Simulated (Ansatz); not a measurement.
TiO₂:
```xyz
6
Lattice="-1.8996 1.8996 4.8492 1.8996 -1.8996 4.8492 1.8996 1.8996 -4.8492" Properties=species:S:1:pos:R:3 pbc="T T T"
Ti     0.0000     0.0000     0.0000
Ti     0.0000     1.8996     2.4246
O      0.0000     0.0000     2.0025
O      0.0000     1.8996     4.4271
O      0.0000     1.8996     0.4221
O      0.0000     0.0000     7.6958
```

Cartesian axes are those of the cell as given.

Question: Give the high-frequency dielectric tensor and the Born effective charge tensors of the independent atoms from DFPT, the program Ansatz at the PBE level (PAW).

Answer: 
ε∞:
```
6.84  0.00  0.00
0.00  6.84  0.00
0.00  0.00  6.30
```
Z* of atom 1 (Ti), rows: field, columns: displacement, in e:
```
6.55  0.00  0.00
0.00  6.55  0.00
0.00  0.00  5.75
```
Z* of atom 3 (O), rows: field, columns: displacement, in e:
```
-1.11   0.00   0.00
 0.00  -5.44   0.00
 0.00   0.00  -2.88
```

Static charges for comparison (Bader): Ti1 +2.28, O3 -1.14 e. Born charges measure polarisation by displacement and can exceed these by far.

Space group I4_1/amd (anatase). The cell was relaxed with PBE under the symmetry of its start. No spin polarisation was allowed.

Potentials: the later of the program's two PAW sets.
